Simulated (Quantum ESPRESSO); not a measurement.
## Ti4Al4 (input and log of a self-consistent run)

Computed values, not a measurement. The program is pw.x of Quantum ESPRESSO 7.5 (plane-wave density functional theory). The cell is made up: eight metal atoms on a hexagonal close-packed lattice, with elements, volume, strain and displacements drawn at random and not relaxed, so it may be unstable or far from any real phase. PseudoDojo standard norm-conserving files set the functional (PBE unless stated); there is no spin polarisation or spin-orbit coupling, the Fermi-Dirac width of 0.25 eV means electrons at about 2900 K, and the masses in the input are unused placeholders. A spin test at this wide smearing found no moment, but such smearing suppresses magnetism that the real alloy may have.

Input:

```
&control calculation='scf', pseudo_dir='./dojo.nc.sr.pbe.v0_5.standard.upf', outdir='./o', disk_io='minimal', tprnfor=.true., tstress=.true. /
&system ibrav=0, nat=8, ntyp=2, nbnd=43, ecutwfc=84.00895049, nosym=.true., tot_charge=0,
 occupations='smearing', smearing='fd', degauss=0.0183746611
/
&electrons conv_thr=1.470e-08, electron_maxstep=70, mixing_beta=0.5 /
ATOMIC_SPECIES
Al 1.0 Al.upf
Ti 1.0 Ti.upf
CELL_PARAMETERS angstrom
-2.9013 0.0 0.0
0.0 5.0253 -4.6871
0.0 -5.0253 -4.6871
ATOMIC_POSITIONS angstrom
Ti 0.1063 -0.1403 -0.0201
Ti 0.015 1.5724 -2.3247
Al 0.1418 -0.0627 -4.6635
Ti -0.0295 1.6466 -7.0972
Ti -1.3883 -0.9964 -2.4603
Al -1.3863 -2.6005 -4.7337
Al -1.5287 -0.8635 -7.1166
Al -1.4878 2.4295 -4.6543
K_POINTS automatic
9 4 4 1 1 1
```

The log is shortened where brackets say so; the opening notice, blank lines, dates and the lines on written files are dropped, and the path of the files is cut. It prints rydbergs, bohrs and kilobars, and counts compression as positive stress. Its total energy is the free energy E - TS of the whole cell.

```
     Program PWSCF v.7.5
     Parallel version (MPI & OpenMP), running on       4 processor cores
     Number of MPI processes:                 4
     Threads/MPI process:                     1
     [start-up lines left out]
     bravais-lattice index     =            0
     lattice parameter (alat)  =       5.4827  a.u.
     unit-cell volume          =     922.3281 (a.u.)^3
     number of atoms/cell      =            8
     number of atomic types    =            2
     number of electrons       =        60.00
     number of Kohn-Sham states=           43
     kinetic-energy cutoff     =      84.0090  Ry
     charge density cutoff     =     336.0358  Ry
     scf convergence threshold =      1.5E-08
     mixing beta               =       0.5000
     number of iterations used =            8  plain     mixing
     Exchange-correlation= PBE
                           (   1   4   3   4   0   0   0)
     [axes and pseudopotential details left out]
   Cartesian axes
     site n.     atom                  positions (alat units)
         1        Ti     tau(   1) = (   0.0366387  -0.0483576  -0.0069279  )
         2        Ti     tau(   2) = (   0.0051701   0.5419639  -0.8012615  )
         3        Al     tau(   3) = (   0.0488746  -0.0216110  -1.6073829  )
         4        Ti     tau(   4) = (  -0.0101679   0.5675387  -2.4462138  )
         5        Ti     tau(   5) = (  -0.4785096  -0.3434323  -0.8479992  )
         6        Al     tau(   6) = (  -0.4778203  -0.8963223  -1.6315789  )
         7        Al     tau(   7) = (  -0.5269017  -0.2976252  -2.4529004  )
         8        Al     tau(   8) = (  -0.5128046   0.8373832  -1.6042119  )
     number of k points=    72  Fermi-Dirac smearing, width (Ry)=  0.0184
                       cart. coord. in units 2pi/alat
        k(    1) = (  -0.0555556   0.0000000  -0.0773746), wk =   0.0277778
        k(    2) = (  -0.0555556  -0.0721673  -0.1547492), wk =   0.0277778
     [further k points left out]
     Dense  grid:    95895 G-vectors     FFT dimensions: (  32,  75,  75)
     Estimated max dynamical RAM per process >     265.87 MB
     Estimated total dynamical RAM >     993.26 MB
     Initial potential from superposition of free atoms
     starting charge      59.9839, renormalised to      60.0000
     Starting wfcs are   56 randomized atomic wfcs
     total cpu time spent up to now is        7.0 secs
     per-process dynamical memory:   216.1 Mb
     Self-consistent Calculation
     iteration #  1     ecut=    84.01 Ry     beta= 0.50
     Davidson diagonalization with overlap
     ethr =  1.00E-02,  avg # of iterations =  2.0
     Threshold (ethr) on eigenvalues was too large:
     Diagonalizing with lowered threshold
     Davidson diagonalization with overlap
     ethr =  7.74E-04,  avg # of iterations =  3.5
     total cpu time spent up to now is       36.7 secs
     total energy              =    -493.34388766 Ry
     estimated scf accuracy    <       0.49832778 Ry
     iteration #  2     ecut=    84.01 Ry     beta= 0.50
     Davidson diagonalization with overlap
     ethr =  8.31E-04,  avg # of iterations =  9.2
     total cpu time spent up to now is       58.8 secs
     total energy              =    -493.12366824 Ry
     estimated scf accuracy    <       5.76305022 Ry
     iteration #  3     ecut=    84.01 Ry     beta= 0.50
     Davidson diagonalization with overlap
     ethr =  8.31E-04,  avg # of iterations =  6.5
     total cpu time spent up to now is       79.5 secs
     total energy              =    -493.47446078 Ry
     estimated scf accuracy    <       1.18220469 Ry
     iteration #  4     ecut=    84.01 Ry     beta= 0.50
     Davidson diagonalization with overlap
     ethr =  8.31E-04,  avg # of iterations =  2.8
     total cpu time spent up to now is       93.8 secs
     total energy              =    -493.54088615 Ry
     estimated scf accuracy    <       0.35066461 Ry
     iteration #  5     ecut=    84.01 Ry     beta= 0.50
     Davidson diagonalization with overlap
     ethr =  5.84E-04,  avg # of iterations =  1.8
     total cpu time spent up to now is      106.4 secs
     total energy              =    -493.57033886 Ry
     estimated scf accuracy    <       0.06095035 Ry
     [iterations 6 to 12 left out]
     iteration # 13     ecut=    84.01 Ry     beta= 0.50
     Davidson diagonalization with overlap
     ethr =  5.49E-09,  avg # of iterations =  4.7
     total cpu time spent up to now is      239.4 secs
     total energy              =    -493.58299401 Ry
     estimated scf accuracy    <       0.00000082 Ry
     iteration # 14     ecut=    84.01 Ry     beta= 0.50
     Davidson diagonalization with overlap
     ethr =  1.37E-09,  avg # of iterations =  3.9
     total cpu time spent up to now is      254.6 secs
     total energy              =    -493.58299412 Ry
     estimated scf accuracy    <       0.00000102 Ry
     iteration # 15     ecut=    84.01 Ry     beta= 0.50
     Davidson diagonalization with overlap
     ethr =  1.37E-09,  avg # of iterations =  1.1
     total cpu time spent up to now is      266.0 secs
     total energy              =    -493.58299417 Ry
     estimated scf accuracy    <       0.00000009 Ry
     iteration # 16     ecut=    84.01 Ry     beta= 0.50
     Davidson diagonalization with overlap
     ethr =  1.44E-10,  avg # of iterations =  5.1
     total cpu time spent up to now is      281.9 secs
     total energy              =    -493.58299418 Ry
     estimated scf accuracy    <       0.00000007 Ry
     iteration # 17     ecut=    84.01 Ry     beta= 0.50
     Davidson diagonalization with overlap
     ethr =  1.15E-10,  avg # of iterations =  1.8
     total cpu time spent up to now is      294.0 secs
     End of self-consistent calculation
     [lines on levels left out]
!    total energy              =    -493.58299419 Ry
     estimated scf accuracy    <          5.9E-09 Ry
     smearing contrib. (-TS)   =      -0.11200323 Ry
     internal energy E=F+TS    =    -493.47099096 Ry
     The total energy is F=E-TS. E is the sum of the following terms:
     one-electron contribution =    -277.57147027 Ry
     hartree contribution      =     156.58196783 Ry
     xc contribution           =     -78.49653462 Ry
     ewald contribution        =    -293.98495389 Ry
     convergence has been achieved in  17 iterations
     Forces acting on atoms (cartesian axes, Ry/au):
     atom    1 type  2   force =    -0.01624102    0.01197443   -0.01937931
     atom    2 type  2   force =    -0.00407087    0.00396615   -0.01298302
     atom    3 type  1   force =    -0.00825912    0.00734716   -0.01165396
     atom    4 type  2   force =     0.00659316   -0.01657123    0.01333198
     atom    5 type  2   force =    -0.00085170    0.01532519    0.02624827
     atom    6 type  1   force =    -0.00582472   -0.00197068   -0.00260762
     atom    7 type  1   force =     0.01662685   -0.01620804    0.02553405
     atom    8 type  1   force =     0.01202743   -0.00386298   -0.01849038
     Total force =     0.066326     Total SCF correction =     0.000203
     Computing stress (Cartesian axis) and pressure
          total   stress  (Ry/bohr**3)                   (kbar)     P=      -20.99
  -0.00006465  -0.00008761   0.00004142           -9.51      -12.89        6.09
  -0.00008761  -0.00019072   0.00006489          -12.89      -28.06        9.55
   0.00004142   0.00006489  -0.00017259            6.09        9.55      -25.39
     init_run     :      6.55s CPU      6.82s WALL (       1 calls)
     electrons    :    285.40s CPU    287.00s WALL (       1 calls)
     forces       :      2.18s CPU      2.22s WALL (       1 calls)
     stress       :      7.88s CPU      7.89s WALL (       1 calls)
     [timing details left out]
     PWSCF        :   5m 2.24s CPU   5m 4.20s WALL
     JOB DONE.
```

In other units: free energy -6715.539 eV for the cell, pressure -2.10 GPa, largest force component 0.675 eV/Å in size. The run took 306 s of wall time with four MPI processes on a shared machine (Intel Xeon, older, virtual cores), so the time is rough. A rerun of this cell at a higher cutoff and on a denser mesh moved values by no more than 0.003 eV in energy, 0.07 GPa in stress and 0.004 eV/Å in force, and a second program with other atomic files agreed on that cell to 2 % rms in force and 0.5 GPa in pressure.